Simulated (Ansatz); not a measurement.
An Ansatz input:

```yaml
crystal:
  lattice:
    - [-1.7530348594, 1.7530348594, 1.7530348594]
    - [1.7530348594, -1.7530348594, 1.7530348594]
    - [1.7530348594, 1.7530348594, -1.7530348594]
  atoms:
    - { symbol: Se, position: [0.0, 0.0, 0.0] }
hamiltonian:
  xc: pbesol
  pseudopotentials:
    kind: paw
    azcp:
      Se: "pseudopotentials/Se.paw.azcp"
basis:
  ecutwfc: 420
  fft_grid_basis: typed
kpoints:
  mp_grid: { grid: [15, 15, 15], shift: [0, 0, 0] }
magnetization:
  spin_polarized: false
scf:
  occupations: { method: fermi_dirac, width: 0.1 }
  lower_state_search: "off"
output:
  stress: true
```

Terminal output

```
Warning: the record states the generating functional pbe (its physics header spells it `PBE`), which answers neither for hamiltonian.xc's functional nor for the pbesol family's — results may be inconsistent (PPs are generated against a specific XC)
Engine: ansatz 0.2.0, aarch64-unknown-linux-gnu
Pseudopotentials: kind: paw
Pseudopotential: Se, paw, valence charge 16, recommended cutoff 420 eV (normal) 
Functional definition: PBEsol
  exchange = pbesol_x
  correlation = pbesol_c
Crystal: 1 atoms, lattice volume = 21.549 Å³
Basis set: ecut = 420 eV, 429 PW (Γ)
Bands: 12, of which v1, the nominal top of the filled ones, is band 8 counted from 1 (7 counted from 0)
Symmetry: 48 space group operations
Space group: Im-3m (ITA 229), of the structure as read, at distance tolerance 2.8e-5 Å
k-points: 120 of 3375
Non-local potential: Se, projectors of the file, l = 0: 2, l = 1: 2, l = 2: 3, l = 3: 1
PAW form: soft (Blöchl's): semilocal exchange-correlation on the pseudo side does not see the compensation charge
PAW frozen core: Se, regenerated for the run's functional, and the local potential with it (the file was generated under x = pbe(κ = 0.804, μ = 0.2195149727645171), c = pbe(β = 0.06672455060314922))
PAW one-centre angular grid: Se, 590 points (default); XC on 64 Gauss nodes
Initial density: superposition of atomic densities (neutral atoms: chi_scale 0, normalization atom), corrected by the library's trained network
Initial wavefunctions: pseudopotential atomic-orbital guess
Functional: x = pbesol(κ = 0.804, μ = 0.12345679012345678), c = pbesol(β = 0.046)
SCF iter   1: F=—  HF=-5423.696514 eV  |F-HF|=—  |Δ(HF+E_count)|=         —  Δρ=1.56e-3  dr2=3.00e-4  ethr=1.77e-3  ⟨swp⟩=5.1  Hψ=8524  notcnv=0
SCF iter   2: F=—  HF=-5423.696357 eV  |F-HF|=—  |Δ(HF+E_count)|=   1.57e-4  Δρ=1.06e-3  dr2=1.73e-4  ethr=1.88e-6  ⟨swp⟩=2.0  Hψ=3361  notcnv=0
SCF iter   3: F=—  HF=-5423.696427 eV  |F-HF|=—  |Δ(HF+E_count)|=   6.96e-5  Δρ=4.70e-4  dr2=3.67e-5  ethr=1.08e-6  ⟨swp⟩=2.2  Hψ=2413  notcnv=0
SCF iter   4: F=—  HF=-5423.696443 eV  |F-HF|=—  |Δ(HF+E_count)|=   1.63e-5  Δρ=9.64e-5  dr2=2.67e-6  ethr=2.30e-7  ⟨swp⟩=2.0  Hψ=2405  notcnv=0
SCF iter   5: F=—  HF=-5423.696442 eV  |F-HF|=—  |Δ(HF+E_count)|=   1.53e-6  Δρ=3.21e-5  dr2=1.09e-7  ethr=1.67e-8  ⟨swp⟩=2.0  Hψ=2405  notcnv=0
SCF iter   6: F=-5423.696442 eV  HF=-5423.696442 eV  |F-HF|=1.99e-10  |Δ(HF+E_count)|=   4.36e-8  Δρ=3.00e-6  dr2=1.41e-9  ethr=6.25e-10  ⟨swp⟩=3.9  Hψ=4462  notcnv=0
SCF 1 converged in 6 iterations: F = -5423.696442 eV  dr2 = 1.41e-9
SCF converged after 6 iterations
Free energy (F): -5423.696442 eV
Harris-Foulkes:  -5423.696442 eV  (|F-HF|=1.99e-10)
Internal energy: -5423.666354 eV  (E = F + TS)
E sigma→0 (E₀):  -5423.681398 eV
Entropy (-TS):   -0.030087 eV (-30.087 meV/atom)
Fermi energy:    9.987495 eV
--- Per-component energies (eV) ---
  E_band       = -360.343751
  E_kinetic    = 115.534134
  E_local      = -2126.284734  (includes V_loc(G=0)·N_el)
  E_nonlocal   = -590.892499
  E_hartree    = 1061.131588
  E_xc         = -102.031911
  E_vxc        = -96.387795  (∫ρ·V_xc dr)
  E_paw        = -1868.971476  (= ΣΔE_a)
  E_vpaw       = 215.423065  (= ΣTr[D̂ρ^β])
  E_aug_tail   = -0.000590  (compensation charges beyond the density's cutoff)
  E_ewald      = -1913.159317
  E_core_change = 1.008450  (= ΣΔE_core)
  E_smearing   = -0.030087  (= −TS)
  E_closure    = -0.000000  (closes the sum)
  Σ components = -5423.696442   (vs F -5423.696442, Δ=0.00e0)
--- Stress (GPa, compression-positive) ---
       -7.154788      -0.000000      -0.000000
       -0.000000      -7.154788      -0.000000
        0.000000       0.000000      -7.154788
  P = ⅓ Tr σ = -7.1548 GPa (-71.548 kbar)
```
